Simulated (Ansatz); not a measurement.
# Telling polymorphs of HfCrAgS₄ apart by S-33

Level of theory: DFT, PBE, plane waves and PAW, scalar-relativistic, 420 eV cutoff (Ansatz 0.2.0). Q(S-33) = -69.40 mb, I = 3/2. The cells come from the Materials Project (computed, not necessarily observed phases), with the atoms as given. Spin–orbit coupling is left out, which moves gradients at and beside heavy atoms (Hf) by some per cent and at some sites by far more.

Q: Rank the structures by their largest S-33 |C_Q|, smallest first.
A. P2, 14 atoms in the cell run; S sites: (1) 2 Cr at 2.42–2.44 Å, 1 Hf at 2.50 Å, 1 Ag at 2.71 Å. (2) 1 Cr at 2.45 Å, 2 Hf at 2.55–2.58 Å, 1 Ag at 2.74 Å. (3) 1 Cr at 2.46 Å, 2 Hf at 2.55–2.61 Å, 2 Ag at 2.75–2.81 Å. (4) 2 Cr at 2.44–2.45 Å, 1 Hf at 2.51 Å, 2 Ag at 2.77–2.88 Å.
B. Imma, 14 atoms in the cell run; S sites: (1) 1 Cr at 2.44 Å, 1 Ag at 2.49 Å, 2 Hf at 2.55 Å. (2) 2 Cr at 2.46 Å, 1 Ag at 2.49 Å, 1 Hf at 2.55 Å.

A: B (8.56 MHz), A (10.3 MHz).

In HfCrAgS4 (Imma), HfCrAgS4 (P2) small gradients can still move by 0.1 × 10²¹ V/m² or more with the k-mesh.

The crystals are a selection from a larger pool of database entries, not a random sample of it.
